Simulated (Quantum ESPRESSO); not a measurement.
## Band energies of SnO monolayer at +1.5 % biaxial strain

```
CELL_PARAMETERS angstrom
      3.84176     0.00000     0.00000
      0.00000     3.84176     0.00000
      0.00000     0.00000    15.30000
ATOMIC_POSITIONS crystal
  O  0.00000 0.50000 0.00000
  O  0.50000 0.00000 0.00000
  Sn 0.00000 0.00000 0.07527
  Sn 0.50000 0.50000 0.92473
```

PBE (stringent potentials; pw.x of Quantum ESPRESSO, ONCV potentials, scalar-relativistic); path MΓXM; energies in eV from the valence-band maximum.

| k (1/Å) | point | band 24 | band 25 | band 26 | band 27 | band 28 | band 29 | band 30 | band 31 |
|---|---|---|---|---|---|---|---|---|---|
| 0.00 | M | -3.92 | -1.23 | -1.23 | -0.69 | -0.69 | 3.14 | 3.14 | 5.27 |
| 0.21 |  | -3.82 | -1.63 | -1.27 | -0.84 | -0.51 | 3.06 | 3.46 | 5.10 |
| 0.42 |  | -3.51 | -2.53 | -1.38 | -1.22 | -0.20 | 3.15 | 4.21 | 4.91 |
| 0.63 |  | -3.52 | -3.08 | -1.67 | -1.54 | -0.03 | 3.66 | 4.54 | 4.80 |
| 0.84 |  | -4.33 | -2.61 | -1.94 | -1.70 | 0.00 | 3.72 | 3.82 | 4.51 |
| 1.05 |  | -3.76 | -2.24 | -1.91 | -1.85 | -0.03 | 3.08 | 3.15 | 5.41 |
| 1.16 | Γ | -3.69 | -2.17 | -1.88 | -1.88 | -0.03 | 2.99 | 3.05 | 5.60 |
| 1.27 |  | -3.77 | -2.25 | -1.93 | -1.84 | -0.03 | 3.10 | 3.17 | 5.34 |
| 1.51 |  | -4.41 | -2.55 | -2.26 | -1.65 | 0.00 | 3.82 | 3.99 | 4.27 |
| 1.74 |  | -4.10 | -3.09 | -2.83 | -1.17 | -0.10 | 3.46 | 3.75 | 5.08 |
| 1.97 | X | -3.80 | -3.49 | -3.49 | -0.54 | -0.54 | 3.25 | 3.25 | 5.74 |
| 2.16 |  | -4.06 | -2.96 | -2.96 | -0.54 | -0.54 | 3.27 | 3.27 | 5.86 |
| 2.34 |  | -4.12 | -2.24 | -2.24 | -0.57 | -0.57 | 3.30 | 3.30 | 5.77 |
| 2.52 |  | -4.03 | -1.62 | -1.62 | -0.63 | -0.63 | 3.26 | 3.26 | 5.33 |
| 2.79 | M | -3.92 | -1.23 | -1.23 | -0.69 | -0.69 | 3.14 | 3.14 | 5.27 |

The PBE gap is indirect, 2.99 eV, from 64 % of the way from M to Γ to Γ; the smallest direct gap is 3.02 eV. Another valence extremum on the path lies within 0.02 eV, too close to call. The valence-band maximum lies 5.35 eV below the vacuum level.

Spin-orbit splittings are left out.

Geometry strained from the cell relaxed with PBEsol, atoms relaxed again.

This is a model layer cut from the bulk structure; whether it is stable on its own was not checked.
